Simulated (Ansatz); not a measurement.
CdHgTe$_{2}$:
```yaml
crystal:
  lattice:
    - [2.29943, 1.32758, 7.49492]
    - [-2.29943, 1.32758, 7.49492]
    - [0.00000, -2.65515, 7.49492]
  atoms:
    - { symbol: Cd, position: [0.99973, 0.99973, 0.99973] }
    - { symbol: Hg, position: [0.49998, 0.49998, 0.49998] }
    - { symbol: Te, position: [0.12488, 0.12488, 0.12488] }
    - { symbol: Te, position: [0.62542, 0.62542, 0.62542] }
```

Relaxed with PBEsol.

Map the valence electron density (e/Å³), cut off at 1 on the plane through (1.000, 1.000, 1.000) spanned by u = [1, 0, 0] and v = [-1, 1, 1] in lattice vectors, from DFT-PBEsol in the program Ansatz with PAW potentials.

x is the fraction of u, y of v (the angle between them is 55°; rows are the nearest grid lines); atoms in the plane: Cd at (0.00, 0.00), Hg at (0.00, 0.50), Te at (0.25, 0.13), Te at (0.25, 0.63).
```
|9999963223455665432100000000000012599999|
|9999995211111122211100000000000000137999|
|9999996211000111110000000000000000012699|
|3468764210000000000000000000000000000113|
|1122333211000000000000000000000000000001|
|1123445443211000000000000000000000000001|
|1123567765421100000000000000000000000001|
|1123599999996321000000000000000000000001|
|2123479999999963210000000000001123444322|
|9643346999999998421000000000001247999999|
|9994334799999999532100000000001138999999|
|9999943345699998542100000000000125999999|
|9999995222223333322100000000000001399999|
|9999998421000111110000000000000000014899|
|9999997421000000000000000000000000001369|
|2234544221000000000000000000000000000012|
|1122333322100000000000000000000000000001|
|1123467765421100000000000000000000000001|
|1123589999753210000000000000000000000001|
|1123599999999642100000000000000011111111|
|3222469999999995310000000000000123577643|
|9963335799999999531100000000000126999999|
|9998433469999999632100000000000125999999|
|9999963223455665432100000000000012599999|
```
Scale: ten equal steps from 0.007 (start of '0') to 1.00 (end of '9'), in the order '0123456789'; x runs from 0.000 to 1.00, y from 0.000 (bottom) to 1.00 (top).

The density is the valence pseudo-density with augmentation charge, so density and ELF within about 1 Å of a nucleus are not all-electron values.

Space group R3m. The first step of the workflow began from a Materials Project structure, measured or hypothetical; the Crystallography Open Database copy checked does not list it. With Cd and Hg taken as one species the cell has the higher symmetry F-43m, so it may be an ordered model of a mixed-site phase. Whether it is the stable phase at ambient conditions was not checked. The PBEsol relaxation kept the symmetry of its start; its stability against distortions is not shown here. Scalar-relativistic: spin–orbit coupling is off unless named, which matters more the heavier the elements.

Potentials: the later of the program's two PAW sets.
